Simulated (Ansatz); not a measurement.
Ansatz (a quantum-chemistry and plane-wave program) input:

Ansatz 0.2 input:
```yaml
crystal:
  lattice:
    - [3.4664143911, 0.0, 0.0]
    - [-1.7332071955, 3.0020029227, 0.0]
    - [0.0, 0.0, 5.3954686178]
  atoms:
    - { symbol: Ni, position: [0.0, 0.0, 0.0], spin: 1.16 }
    - { symbol: Ni, position: [0.0, 0.0, 0.5], spin: -1.16 }
    - { symbol: S, position: [0.3333333333, 0.6666666667, 0.2500000004], spin: 0.0 }
    - { symbol: S, position: [0.6666666667, 0.3333333333, 0.7499999996], spin: 0.0 }
kpoints:
  mp_grid: { grid: [9, 9, 5] }
hamiltonian:
  xc: r2scan
  pseudopotentials: { kind: paw }
magnetization: { spin_polarized: true }
scf:
  occupations: { method: gaussian, width: 0.02 }
elastic: { mode: relaxed_ion, stencil: two_point, amplitude: 0.005, f_tol: 0.0005 }
```

Output (shortened):

```
Pseudopotential: Ni, paw, valence charge 18
Pseudopotential: S, paw, valence charge 6
Functional definition: r2SCAN
a single point of the input's cell can leave the moments in the input for a lower state (scf.lower_state_search) …
Crystal: 4 atoms, lattice volume = 56.146 Å³
Basis set: ecut = 500 eV, 1435 PW (Γ), exchange–correlation on 108×108×160 points (64 copies of the dense FFT grid, shifted against one another)
Bands: 31, of which v1, the nominal top of the filled ones, is band 24 counted from 1 (23 counted from 0)
Symmetry: 12 space group operations
Space group: P-3m1 (ITA 164), of the structure as read, at distance tolerance 3.8e-5 Å
k-points: 50 of 405
Starting moments: Σ|m| = 2.32 μB on 2 of 4 sites
Starting magnetic order: altermagnet, g-wave, bulk spin-momentum locking; spin-degenerate planes through Γ normal to [0 0 1], [1 -1 0], [1 2 0], [2 1 0] of the run's lattice
SCF 1 converged in 16 iterations: F = -13504.157274 eV  dr2 = 9.74e-10
a single point of the input's cell can leave the moments in the input for a lower state (scf.lower_state_search) …
Crystal: 4 atoms, lattice volume = 56.146 Å³
Stability of the state it starts from, as read at its close in the collinear treatment (another_mixer)
Starting moments: Σ|m| = 2.32 μB on 2 of 4 sites; this step starts from the density that it was given
spin=Collinear: Resta preconditioning applied to the charge; magnetization (m = ρ↑ − ρ↓) channel mixes plain (no charge-response kernel on spin).
SCF 2 converged in 15 iterations: F = -13504.157274 eV  dr2 = 5.09e-14
Crystal: 4 atoms, lattice volume = 56.146 Å³
spin=Collinear: Resta preconditioning applied to the charge; magnetization (m = ρ↑ − ρ↓) channel mixes plain (no charge-response kernel on spin).
SCF 3 converged in 2 iterations: F = -13504.157274 eV  dr2 = 9.12e-15
Crystal: 4 atoms, lattice volume = 55.866 Å³
Basis set: ecut = 500 eV, 1423 PW (Γ), exchange–correlation on 108×108×160 points (64 copies of the dense FFT grid, shifted against one another)
Symmetry: 4 space group operations
k-points: 115 of 405
spin=Collinear: Resta preconditioning applied to the charge; magnetization (m = ρ↑ − ρ↓) channel mixes plain (no charge-response kernel on spin).
SCF 4 converged in 21 iterations: F = -13504.156401 eV  dr2 = 2.67e-14
relax step   1: F+E_penalty+E_count = -13504.15640075 eV  Δ(F+E_penalty+E_count) = +0.000e0 eV  max|allowed force component| = 8.393e-3 eV/Å  Δτ_max = 0.0000 Å  (21 SCF iters, accepted)
Crystal: 4 atoms, lattice volume = 55.866 Å³
spin=Collinear: Resta preconditioning applied to the charge; magnetization (m = ρ↑ − ρ↓) channel mixes plain (no charge-response kernel on spin).
SCF 5 converged in 12 iterations: F = -13504.156406 eV  dr2 = 9.23e-15
relax step   2: F+E_penalty+E_count = -13504.15640605 eV  Δ(F+E_penalty+E_count) = -5.308e-6 eV  max|allowed force component| = 5.120e-3 eV/Å  Δτ_max = 0.0004 Å  (12 SCF iters, accepted)
Crystal: 4 atoms, lattice volume = 55.866 Å³
spin=Collinear: Resta preconditioning applied to the charge; magnetization (m = ρ↑ − ρ↓) channel mixes plain (no charge-response kernel on spin).
SCF 6 converged in 12 iterations: F = -13504.156409 eV  dr2 = 3.90e-14
relax step   3: F+E_penalty+E_count = -13504.15640920 eV  Δ(F+E_penalty+E_count) = -3.144e-6 eV  max|allowed force component| = 2.646e-6 eV/Å  Δτ_max = 0.0006 Å  (12 SCF iters, accepted)
Crystal: 4 atoms, lattice volume = 55.866 Å³
spin=Collinear: Resta preconditioning applied to the charge; magnetization (m = ρ↑ − ρ↓) channel mixes plain (no charge-response kernel on spin).
SCF 7 converged in 2 iterations: F = -13504.156409 eV  dr2 = 2.44e-14
Crystal: 4 atoms, lattice volume = 56.427 Å³
spin=Collinear: Resta preconditioning applied to the charge; magnetization (m = ρ↑ − ρ↓) channel mixes plain (no charge-response kernel on spin).
SCF 8 converged in 21 iterations: F = -13504.156410 eV  dr2 = 2.24e-14
relax step   1: F+E_penalty+E_count = -13504.15641006 eV  Δ(F+E_penalty+E_count) = +0.000e0 eV  max|allowed force component| = 7.351e-3 eV/Å  Δτ_max = 0.0000 Å  (21 SCF iters, accepted)
Crystal: 4 atoms, lattice volume = 56.427 Å³
spin=Collinear: Resta preconditioning applied to the charge; magnetization (m = ρ↑ − ρ↓) channel mixes plain (no charge-response kernel on spin).
SCF 9 converged in 13 iterations: F = -13504.156417 eV  dr2 = 2.23e-14
relax step   2: F+E_penalty+E_count = -13504.15641665 eV  Δ(F+E_penalty+E_count) = -6.581e-6 eV  max|allowed force component| = 1.124e-4 eV/Å  Δτ_max = 0.0009 Å  (13 SCF iters, accepted)
Crystal: 4 atoms, lattice volume = 56.427 Å³
spin=Collinear: Resta preconditioning applied to the charge; magnetization (m = ρ↑ − ρ↓) channel mixes plain (no charge-response kernel on spin).
SCF 10 converged in 2 iterations: F = -13504.156417 eV  dr2 = 1.36e-14
Crystal: 4 atoms, lattice volume = 55.866 Å³
spin=Collinear: Resta preconditioning applied to the charge; magnetization (m = ρ↑ − ρ↓) channel mixes plain (no charge-response kernel on spin).
SCF 11 converged in 19 iterations: F = -13504.156460 eV  dr2 = 1.68e-14
relax step   1: F+E_penalty+E_count = -13504.15645975 eV  Δ(F+E_penalty+E_count) = +0.000e0 eV  max|allowed force component| = 2.343e-8 eV/Å  Δτ_max = 0.0000 Å  (19 SCF iters, accepted)
Crystal: 4 atoms, lattice volume = 55.866 Å³
spin=Collinear: Resta preconditioning applied to the charge; magnetization (m = ρ↑ − ρ↓) channel mixes plain (no charge-response kernel on spin).
SCF 12 converged in 2 iterations: F = -13504.156460 eV  dr2 = 1.20e-14
Crystal: 4 atoms, lattice volume = 56.427 Å³
spin=Collinear: Resta preconditioning applied to the charge; magnetization (m = ρ↑ − ρ↓) channel mixes plain (no charge-response kernel on spin).
SCF 13 converged in 19 iterations: F = -13504.156486 eV  dr2 = 1.98e-14
relax step   1: F+E_penalty+E_count = -13504.15648633 eV  Δ(F+E_penalty+E_count) = +0.000e0 eV  max|allowed force component| = 2.214e-8 eV/Å  Δτ_max = 0.0000 Å  (19 SCF iters, accepted)
Crystal: 4 atoms, lattice volume = 56.427 Å³
spin=Collinear: Resta preconditioning applied to the charge; magnetization (m = ρ↑ − ρ↓) channel mixes plain (no charge-response kernel on spin).
SCF 14 converged in 2 iterations: F = -13504.156486 eV  dr2 = 1.29e-14
Crystal: 4 atoms, lattice volume = 56.146 Å³
Basis set: ecut = 500 eV, 1429 PW (Γ), exchange–correlation on 108×108×160 points (64 copies of the dense FFT grid, shifted against one another)
spin=Collinear: Resta preconditioning applied to the charge; magnetization (m = ρ↑ − ρ↓) channel mixes plain (no charge-response kernel on spin).
SCF 15 converged in 18 iterations: F = -13504.157070 eV  dr2 = 2.92e-14
relax step   1: F+E_penalty+E_count = -13504.15707012 eV  Δ(F+E_penalty+E_count) = +0.000e0 eV  max|allowed force component| = 1.924e-4 eV/Å  Δτ_max = 0.0000 Å  (18 SCF iters, accepted)
Crystal: 4 atoms, lattice volume = 56.146 Å³
spin=Collinear: Resta preconditioning applied to the charge; magnetization (m = ρ↑ − ρ↓) channel mixes plain (no charge-response kernel on spin).
SCF 16 converged in 2 iterations: F = -13504.157070 eV  dr2 = 1.85e-14
Crystal: 4 atoms, lattice volume = 56.146 Å³
spin=Collinear: Resta preconditioning applied to the charge; magnetization (m = ρ↑ − ρ↓) channel mixes plain (no charge-response kernel on spin).
SCF 17 converged in 18 iterations: F = -13504.157070 eV  dr2 = 1.47e-14
relax step   1: F+E_penalty+E_count = -13504.15707012 eV  Δ(F+E_penalty+E_count) = +0.000e0 eV  max|allowed force component| = 1.924e-4 eV/Å  Δτ_max = 0.0000 Å  (18 SCF iters, accepted)
Crystal: 4 atoms, lattice volume = 56.146 Å³
spin=Collinear: Resta preconditioning applied to the charge; magnetization (m = ρ↑ − ρ↓) channel mixes plain (no charge-response kernel on spin).
SCF 18 converged in 2 iterations: F = -13504.157070 eV  dr2 = 6.42e-15
SCF converged after 2 iterations
Stability not checked (another_mixer)
Magnetization: 0.0000 μB (24.0000 up, 24.0000 down)
Absolute magnetization: 2.8508 μB (∫|ρ↑−ρ↓|, with the PAW one-centre terms)
Spin contamination: 1.4717 ħ² per cell (⟨S²⟩ above its minimum at these occupations)
Per-site moments (μB) at R_I (Å): [(1.208837247155858, 0.9955519376332747), (-1.2088372392467939, 0.9955519366381618), (-3.2513436003968233e-9, 0.9955519366381618), (-3.2513430994521238e-9, 0.995551936638162)]
Free energy (F): -13504.157274 eV
Harris-Foulkes:  -13504.157274 eV  (|F-HF|=3.64e-12)
Internal energy: -13504.157274 eV  (E = F + TS)
E sigma→0 (E₀):  -13504.157274 eV
Fermi energy:    12.375178 eV
--- Per-component energies (eV) ---
  E_band       = -791.992179
  E_kinetic    = 774.055767
  E_local      = -9073.738272  (includes V_loc(G=0)·N_el)
  E_nonlocal   = 1349.957353
  E_hartree    = 3847.831373
  E_xc         = -339.130550
  E_vxc        = -418.286270  (∫ρ·V_xc dr)
  E_paw        = -4515.928420  (= ΣΔE_a)
  E_vpaw       = -1144.358733  (= ΣTr[D̂ρ^β])
  E_aug_tail   = 0.000478  (compensation charges beyond the density's cutoff)
  E_vtau       = 24.714755  (kinetic-family band-sum trace: ∫τ·v_τ [+ j·A + Jᵃ·Aᵃ] dr)
  E_ewald      = -5546.385332
  E_core_change = -0.819671  (= ΣΔE_core)
  E_smearing   =  0.000000  (= −TS)
  E_closure    = 0.000000  (closes the sum)
  Σ components = -13504.157274   (vs F -13504.157274, Δ=0.00e0)
--- Forces (eV/Å), atoms counted from 1 ---
  atom   1  Ni     0.00000000     0.00000000     0.00000000
  atom   2  Ni     0.00000000     0.00000000     0.00000000
  atom   3  S      0.00000000     0.00000000    -0.00000004
  atom   4  S      0.00000000     0.00000000     0.00000004
  max |Σ_I F_I| component: 9.25e-18 eV/Å
--- Stress (GPa, compression-positive) ---
        0.000120       0.000000       0.000000
        0.000000       0.000120       0.000000
        0.000000       0.000000       0.000337
  P = ⅓ Tr σ = 0.0002 GPa (0.002 kbar)
--- Band table (eV; the first three rows and the last of 100) ---
  k-point 0 ↑: bands = ["-96.3532", "-94.1637", "-55.2967", "-55.2434", "-55.2434", "-53.1753", "-53.1479", "-53.1479", "-3.7062", "-1.4714", "4.6076", "7.0554", "7.0554", "8.5225", "9.0323", "9.0323", "9.5727", "9.5727", "10.5061", "10.5061", "10.7912", …
  k-point 1 ↑: bands = ["-96.3531", "-94.1637", "-55.2966", "-55.2434", "-55.2434", "-53.1754", "-53.1479", "-53.1479", "-3.5537", "-1.7914", "5.1619", "7.1294", "7.1294", "8.4945", "9.0427", "9.0427", "9.3108", "9.3108", "10.2083", "10.2083", "10.7545", …
  k-point 2 ↑: bands = ["-96.3531", "-94.1637", "-55.2965", "-55.2434", "-55.2434", "-53.1756", "-53.1479", "-53.1479", "-3.1162", "-2.4658", "6.4835", "7.2782", "7.2782", "7.9128", "8.8207", "8.8207", "9.1750", "9.1750", "10.0293", "10.0562", "10.0562", …
  k-point 49 ↓: bands = ["-96.3530", "-94.1635", "-55.2961", "-55.2452", "-55.2452", "-53.1751", "-53.1501", "-53.1501", "-1.3677", "-1.3677", "5.7281", "5.9171", "5.9171", "6.5559", "7.5285", "7.5285", "9.4134", "9.5366", "9.5366", "10.1137", "10.3067", …
--- Elastic constants: 3 strain directions × 2 members + reference (group order 12) ---
  dense FFT box of the reference and of every strained cell: 27×27×40
  strains applied: 11, 33, 23; error gains …
  C = ∂σ_k/∂η_j (tension-positive GPa; Voigt order 11 22 33 23 13 12):
       193.742     79.838     72.592      0.000      0.000      0.000
        79.838    193.742     72.592      0.000      0.000      0.000
        72.596     72.596    180.028      0.000      0.000      0.000
         0.000      0.000      0.000     43.335      0.000      0.000
         0.000      0.000      0.000      0.000     43.335      0.000
         0.000      0.000      0.000      0.000      0.000     56.952
  reference stress σ⁰ (GPa):      0.000      0.000      0.000      0.000      0.000      0.000
  moduli (Voigt/Reuss/Hill, GPa): K = 113.06/112.78/112.92   G = 51.56/50.61/51.08   E = 133.17   ν = 0.303
  mechanically stable: yes (min eigenvalue of sym C = 43.33 GPa)
  strain η (Voigt 11):  stress-route row diagonal C_11 = 193.74 GPa, energy-path curvature d²(F+E_count+ΔE)/dδ²/Ω₀ = 193.74 GPa
         δ    σ_11 (GPa)             F (eV)   n_scf  n_hpsi   n_pw
    -5.000e-3      -0.9815      -13504.1564092       2   61538   1432   relax 3 steps, max|allowed force component| 2.65e-6 eV/Å
     5.000e-3       0.9559      -13504.1564166       2   61714   1448   relax 2 steps, max|allowed force component| 1.12e-4 eV/Å
  strain η (Voigt 33):  stress-route row diagonal C_33 = 180.03 GPa, energy-path curvature d²(F+E_count+ΔE)/dδ²/Ω₀ = 179.96 GPa
         δ    σ_33 (GPa)             F (eV)   n_scf  n_hpsi   n_pw
    -5.000e-3      -0.9112      -13504.1564598       2   27324   1437   relax 1 steps, max|allowed force component| 2.34e-8 eV/Å
     5.000e-3       0.8891      -13504.1564863       2   26868   1448   relax 1 steps, max|allowed force component| 2.21e-8 eV/Å
  strain η (Voigt 23):  stress-route row diagonal C_44 = 43.33 GPa, energy-path curvature d²(F+E_count+ΔE)/dδ²/Ω₀ = 43.34 GPa
         δ    σ_23 (GPa)             F (eV)   n_scf  n_hpsi   n_pw
    -5.000e-3      -0.2167      -13504.1570701       2   60581   1440   relax 1 steps, max|allowed force component| 1.92e-4 eV/Å
     5.000e-3       0.2167      -13504.1570701       2   60205   1440   relax 1 steps, max|allowed force component| 1.92e-4 eV/Å
```

Cost: about 6 core-minutes (a rough figure) on shared cores.

Space group P6_3/mmc (NiAs type). The workflow started from an entry of the Crystallography Open Database (COD, 300 K), which files this formula under 3 space groups. Whether it is the stable phase at ambient conditions was not checked. Symmetry was held in the r²SCAN relaxation, as lowered by the spin order; whether a distortion lowers the energy is not shown. The final state is antiferromagnetic, chosen from 5 collinear starts compared on coarse meshes (ties went to the first, and starts can fall back to one state), not a proven ground state. Other orbital occupations within this spin state were not tried. No Hubbard U is applied. Point labels and valley counts follow the cell and symmetry of the run, lower than the named group.

Potentials: the later of the program's two PAW sets.

Ansatz is a plane-wave DFT program.
